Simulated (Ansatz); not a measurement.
Space group Fd-3m:1 (No. 227). a = 7.383 Å, b = 7.383 Å, c = 7.383 Å, α = 90.00°, β = 90.00°, γ = 90.00°
```csv
atom,site,symmetry,x,y,z
Hf,8b,-43m,0.0000,0.0000,0.5000
V,16c,.-3m,0.1250,0.1250,0.1250
```

Equation of state of this HfV2 structure (not necessarily the ground state), with shape and atoms relaxed at each volume where symmetry leaves them free. It has no gap at any of these volumes. Level of theory: DFT r2SCAN, scalar-relativistic, plane waves, PAW (Ansatz).

Cutoff 500 eV; k points 8×8×8 on the computed 6-atom cell (Γ-centred); Gaussian smearing, width 0.10 eV; collinear spin.

```json
{"V (Å³/atom)": "14.755", "E − E(largest V) (meV/atom)": "76.45", "P (GPa)": "15.64"}
{"V (Å³/atom)": "15.258", "E − E(largest V) (meV/atom)": "37.15", "P (GPa)": "10.26"}
{"V (Å³/atom)": "15.761", "E − E(largest V) (meV/atom)": "12.32", "P (GPa)": "5.58"}
{"V (Å³/atom)": "16.264", "E − E(largest V) (meV/atom)": "1.11", "P (GPa)": "2.74"}
{"V (Å³/atom)": "16.767", "E − E(largest V) (meV/atom)": "-6.23", "P (GPa)": "0.00"}
{"V (Å³/atom)": "17.270", "E − E(largest V) (meV/atom)": "0.00", "P (GPa)": "-3.97"}
```

Problem. Does one Birch–Murnaghan curve describe these points?

Solution. Not well: the fit leaves 1.05 meV/atom rms, which suggests a change of structure or state along the series.

The state reached may not be the lowest one. Spin-orbit coupling is left out, which matters for the bands of heavy elements.

Cost: 6 runs of about 35 core-minutes in all, on Oxide Virtual Turin-like Processor (Zen 5) (shared hosts).